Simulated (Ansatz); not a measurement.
# Li4ScIn2 in Ansatz, relaxation

Launch command:

```bash
ansatz run input.yaml --threads 1 --pin off --max-ram 2560MiB --backend cpu --events-out ev --progress --plain --runs-dir out
```

Input:

```yaml
crystal:
  lattice:
    - [4.8493, 0.0, 0.0]
    - [-2.42465, 4.199624, 0.0]
    - [-2.42465, 1.399875, 6.639147]
  atoms:
    - { symbol: In, position: [0.40695, 0.59305, 0.22085] }
    - { symbol: In, position: [0.26645, 0.73355, 0.79935] }
    - { symbol: Sc, position: [0.1244, 0.8756, 0.3732] }
    - { symbol: Li, position: [0.836, 0.164, 0.508] }
    - { symbol: Li, position: [0.7006, 0.2994, 0.1018] }
    - { symbol: Li, position: [0.9967, 0.0033, 0.9901] }
    - { symbol: Li, position: [0.541, 0.459, 0.623] }
  symmetry: { tolerance: 0.0003 }
kpoints:
  mp_grid: { grid: [5, 5, 5], shift: [0, 0, 0] }
magnetization:
  spin_polarized: false
scf:
  occupations: { method: fermi_dirac, width: 0.0657 }
  initial_density: { chi_scale: 0.3 }
hamiltonian:
  pseudopotentials: { kind: paw }
  xc: pbesol
basis:
  ecutwfc: 420
output:
  forces: true
  stress: true
  eigenvalues: true
  write_density: true
  write_potential: true
  elf: true
  volumetric_format: npy
relax:
  max_steps: 40
  cell: {}
```

Origin of the cell: a known structure type with other elements, at an estimated volume, so it need not be a known compound.

Output (shortened):

```
SCF iter   1: F=—  HF=-13983.549074 eV  Δρ=1.20e-1  dr2=5.95e1
SCF iter   2: F=—  HF=-13977.938941 eV  Δρ=5.56e-2  dr2=1.49e1  defer=7
SCF iter   3: F=—  HF=-13975.748348 eV  Δρ=1.49e-2  dr2=9.66e-1  defer=4
SCF iter   4: F=—  HF=-13975.591924 eV  Δρ=3.70e-3  dr2=3.16e-2  defer=3
SCF iter   5: F=—  HF=-13975.587665 eV  Δρ=1.02e-3  dr2=2.64e-3  defer=3
SCF iter   6: F=—  HF=-13975.586985 eV  Δρ=2.57e-4  dr2=1.42e-4  defer=3
SCF iter   7: F=—  HF=-13975.586950 eV  Δρ=1.22e-4  dr2=3.41e-5  defer=3
SCF iter   8: F=—  HF=-13975.586950 eV  Δρ=3.06e-5  dr2=2.70e-6  defer=3
SCF iter   9: F=—  HF=-13975.586950 eV  Δρ=6.68e-6  dr2=1.07e-7  defer=3
SCF iter  10: F=-13975.586950 eV  HF=-13975.586950 eV  Δρ=1.92e-6  dr2=8.65e-9
relax step   1: F+E_penalty+E_count = -13975.586950 eV  Δ(F+E_penalty+E_count) = +0.000e0 eV  max|allowed force component| = 1.288e0 eV/Å  Δτ_max = 0.0000 Å  P = +0.721 GPa  Ω = 135.208 Å³  ( […]
relax step   2: F+E_penalty+E_count = -13975.899067 eV  Δ(F+E_penalty+E_count) = -3.121e-1 eV  max|allowed force component| = 5.418e-1 eV/Å  Δτ_max = 0.1947 Å  P = +0.012 GPa  Ω = 135.215 Å³ […]
relax step   3: F+E_penalty+E_count = -13975.983327 eV  Δ(F+E_penalty+E_count) = -8.426e-2 eV  max|allowed force component| = 2.346e-1 eV/Å  Δτ_max = 0.1949 Å  P = +0.146 GPa  Ω = 133.455 Å³ […]
relax step   4: F+E_penalty+E_count = -13975.988066 eV  Δ(F+E_penalty+E_count) = -4.739e-3 eV  max|allowed force component| = 5.211e-2 eV/Å  Δτ_max = 0.0257 Å  P = +0.058 GPa  Ω = 133.771 Å³ […]
relax step   5: F+E_penalty+E_count = -13975.988527 eV  Δ(F+E_penalty+E_count) = -4.605e-4 eV  max|allowed force component| = 1.533e-2 eV/Å  Δτ_max = 0.0203 Å  P = -0.062 GPa  Ω = 134.183 Å³ […]
relax step   6: F+E_penalty+E_count = -13975.988780 eV  Δ(F+E_penalty+E_count) = -2.535e-4 eV  max|allowed force component| = 3.151e-3 eV/Å  Δτ_max = 0.0080 Å  P = -0.011 GPa  Ω = 133.985 Å³ […]
relax step   7: F+E_penalty+E_count = -13975.988644 eV  Δ(F+E_penalty+E_count) = +1.364e-4 eV  max|allowed force component| = 3.218e-3 eV/Å  Δτ_max = 0.0000 Å  P = -0.012 GPa  Ω = 133.985 Å³  stress off target by 2.11e-2 GPa […]
SCF 7 converged in 9 iterations: F = -13975.988644 eV  dr2 = 2.51e-16
basis re-selected at this cell: Δ(F+E_penalty+E_count) = +1.364e-4 eV, ΔP = -0.001 GPa vs the last step (what re-selecting the basis moved, of the pressure what is left beyond the Pulay corre […]
SCF converged after 9 iterations
Free energy (F): -13975.988644 eV
Harris-Foulkes:  -13975.988644 eV  (|F-HF|=1.82e-12)
Internal energy: -13975.950671 eV  (E = F + TS)
E sigma→0 (E₀):  -13975.969657 eV
Entropy (-TS):   -0.037973 eV (-5.425 meV/atom)
Fermi energy:    6.518377 eV
--- Per-component energies (eV) ---
  E_band       = -631.513230
  E_kinetic    = 835.878105
  E_local      = -4074.375239  (includes V_loc(G=0)·N_el)
  E_nonlocal   = 685.310742
  E_hartree    = 1535.310368
  E_xc         = -573.961073
  E_vxc        = -384.918834  (∫ρ·V_xc dr)
  E_paw        = -9175.477286  (= ΣΔE_a)
  E_vpaw       = -764.028860  (= ΣTr[D̂ρ^β])
  E_aug_tail   = 0.000120  (compensation charges beyond the density's cutoff)
  E_ewald      = -3209.237238
  E_core_change = 0.600830  (= ΣΔE_core)
  E_smearing   = -0.037973  (= −TS)
  Σ components = -13975.988644   (vs F -13975.988644, Δ=0.00e0)
--- Forces (eV/Å), atoms counted from 1 ---
  atom   1  In    -0.000000     0.000000     0.000980
  atom   2  In     0.000000     0.000000     0.003218
  atom   3  Sc     0.000000    -0.000000    -0.000597
  atom   4  Li     0.000000    -0.000000    -0.001284
  atom   5  Li    -0.000000    -0.000000    -0.000417
  atom   6  Li     0.000000     0.000000     0.000519
  atom   7  Li    -0.000000    -0.000000    -0.002419
  max |Σ_I F_I| component: 2.50e-8 eV/Å
--- Stress (GPa, compression-positive) ---
       -0.007173       0.000000       0.000000
        0.000000      -0.007173      -0.000000
        0.000000      -0.000000      -0.021121
  P = ⅓ Tr σ = -0.0118 GPa (-0.118 kbar)
--- Relaxed structure (6 steps of the walk, 6 accepted, 1 SCFs on fresh bases) ---
  F+E_penalty+E_count = -13975.988644 eV   max|allowed force component| = 3.218e-3 eV/Å   (the final SCF, on the basis selected at the relaxed cell)
  cell:  # Å, volume = 133.9847 Å³
    - [4.785692, 6.383e-19, -2.148e-18]
    - [-2.392846, 4.144531, -1.040e-7]
    - [-2.392846, 1.381510, 6.755154]
  atoms:
    - { symbol: In, position: [0.410014, 0.589986, 0.230041] }
    - { symbol: In, position: [0.267817, 0.732183, 0.803452] }
    - { symbol: Sc, position: [0.126636, 0.873364, 0.379907] }
    - { symbol: Li, position: [0.844192, 0.155808, 0.532575] }
    - { symbol: Li, position: [0.696545, 0.303455, 0.089635] }
    - { symbol: Li, position: [0.976202, 0.023798, 0.928605] }
    - { symbol: Li, position: [0.550695, 0.449305, 0.652085] }
```

Caveats: no moments, though an odd count or open d shells may carry them; the k mesh is coarse if the cell is a metal; the relaxation held the start's symmetry, so the end may be a saddle point.

Time: 63 s on 1 thread of Arm Neoverse V2, on a shared host, peak memory 0.39 GiB, from the program's own first density.
